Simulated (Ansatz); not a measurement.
# CuI2: levels along high-symmetry lines

```
Cu I
1.0
     3.94698    0.00000    0.00000
    -1.97349    3.41819    0.00000
     0.00000    0.00000    7.62528
Cu I
1 2
Direct
  0.00000 0.00000 0.00000
  0.33333 0.66667 0.20956
  0.66667 0.33333 0.79044
```

Atoms are numbered in the order listed.

The structure comes from a relaxation in the same program, started in the CdI2 type, and has space group P-3m1. Whether it is a known phase or the ground state wasn't checked.

No spin–orbit coupling, which matters for the heavy atoms here.

These are results of DFT, PBE, all-electron LAPW, scalar-relativistic in Ansatz 0.2.0, not measurements.

Sampling and basis: a Γ-centred 13×13×7 k mesh, Fermi–Dirac smearing of 0.08 eV, basis error target 1 meV/atom, no spin polarisation.

Points in fractions of the reciprocal vectors of this cell: Γ (0, 0, 0), M (0.5, 0, 0), K (0.333, 0.333, 0), A (0, 0, 0.5), L (0.5, 0, 0.5), H (0.333, 0.333, 0.5). The path joins them by straight lines in the order Γ–M–K–Γ–A–L–H–A–L; legs that retrace an earlier one aren't tabulated. Energies are in eV from the Fermi level.

(1) Is there a gap?

(2) List the levels between -20 and 7 eV at the symmetry points.

## Answers

(1) none: with an odd electron count and no spin polarisation the bands can't all be full, a metal in this set-up (spin order or a larger cell could open a gap).

(2) 
Γ: -13.10, -12.36, -4.43, -2.81 (×2), -2.00 (×2), -1.82, -1.07, -0.44 (×2), 0.34 (×2), 3.43, 4.82, 6.63 (×2), 6.86
M: -12.14, -11.98, -4.89, -3.91, -2.80, -2.79, -2.31, -2.00, -1.87, -1.86, -1.77, -0.20, 0.09, 2.91, 5.13, 5.90
K: -11.97 (×2), -4.43, -3.65 (×2), -2.85, -2.67 (×2), -1.88, -1.63 (×2), -0.52 (×2), 3.43, 6.96 (×2)
A: -13.07, -12.40, -4.15, -2.81 (×2), -2.00 (×2), -1.77, -1.76, -0.46 (×2), 0.36 (×2), 4.42, 4.83, 6.54, 6.58 (×2)
L: -12.13, -11.99, -4.91, -4.00, -2.81, -2.80, -2.06, -2.01, -1.86, -1.84, -1.78, -0.14, 0.04, 2.76, 5.07, 5.66, 6.02
H: -11.97 (×2), -4.40, -3.71 (×2), -2.92, -2.64 (×2), -1.88, -1.66 (×2), -0.33 (×2), 3.86, 5.75 (×2), 6.95
